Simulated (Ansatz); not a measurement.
Computed energy against volume: Rb (bcc, W type)

Rb (bcc, W type), conventional cell a = b = c = 5.671 Å, α = β = γ = 90.00°. The calculation uses the primitive cell of 1 atom, to which meshes and values per cell refer.

E(V) scan at fixed shape, V₀ the volume above. Symmetry pins the atoms to their sites.

All values below come from PBE (plane waves to 420 eV, PAW, scalar-relativistic; Ansatz, a program for electronic structure). k mesh 12×12×12 (Γ-centred), Fermi-Dirac smearing 0.05 eV. The energy includes the smearing's −TS. Compression counts positive. Rb was relaxed with its symmetry unable to fall. ΔE is measured from the relaxed starting cell.

| V (Å³/cell) | ΔE (meV/atom) | P (GPa) |
|---|---|---|
| 82.07 | 9 | 0.4 |
| 83.90 | 6 | 0.3 |
| 85.72 | 3 | 0.2 |
| 87.54 | 1 | 0.1 |
| 89.37 | 0 | 0.1 |
| 91.19 | 0 | 0.0 |
| 93.01 | 0 | -0.1 |
| 94.84 | 1 | -0.1 |
| 96.66 | 3 | -0.1 |
| 98.49 | 4 | -0.2 |
| 100.31 | 7 | -0.2 |

Derived quantities:

```yaml
pressure_at_the_smallest_volume: 0.4 GPa
energy_cost_of_the_largest_compression: 9 meV/atom
energy_cost_of_the_largest_expansion: 7 meV/atom
Bulk modulus B₀ (third-order Birch-Murnaghan fit): 2.8 GPa
Pressure derivative B₀′ (fit): 3.8
equilibrium_volume_of_the_fit: 91.19 Å³/atom
Pressure for 5 % compression (fit): 0.2 GPa
```

(A scan under strain: stresses follow from slopes of the energy per volume, elastic moduli from its curvatures.)
